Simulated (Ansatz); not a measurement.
# Computed properties of P

P (diamond, Fd-3m), a = b = c = 5.381 Å, α = β = γ = 90.00°; the cell used has 2 atoms.

Space group Fd-3m (No. 227), diamond; conventional cell a = 5.381 Å, b = 5.381 Å, c = 5.381 Å, α = 90.00°, β = 90.00°, γ = 90.00°.

Method: the program Ansatz at the PBEsol level (PAW). Geometry: relaxed at this level of theory. Other levels are named where they apply.

Cell and energy:

```yaml
volume_per_atom: 19.47 Å³
density: 2.64 g/cm³
```

Electronic structure:

```yaml
electronic_character: metallic (no gap)
Density of states at the Fermi level: 0.54 states/eV per atom (mean over ±0.08 eV)
```

Mechanics:

```yaml
Bulk modulus (Birch–Murnaghan fit): 48.2 GPa
Pressure derivative B′: 4.1
Elastic constants (relaxed ions, GPa): C11 = 0.1, C12 = 72.6, C44 = -64.2
mechanical_stability: unstable (C has a negative eigenvalue)
```

Phonons:

```yaml
highest_zone_centre_frequency: 224 cm⁻¹
zone_centre_stability: no imaginary mode at Γ
```

The start of the workflow was typed in or built on a structure type; neither database checked (COD, Materials Project) lists it. It is not the phase usual at ambient conditions (space group No. 64). The cell was relaxed with PBEsol under the symmetry of its start. As this level gives no gap, shear constants depend on the k-mesh and smearing (Fermi–Dirac, 0.1 eV here). As this level gives no gap, phonon frequencies hold no LO–TO term and depend on the k-mesh and smearing (Fermi–Dirac, 0.1 eV here).

Potentials: the later of the program's two PAW sets.
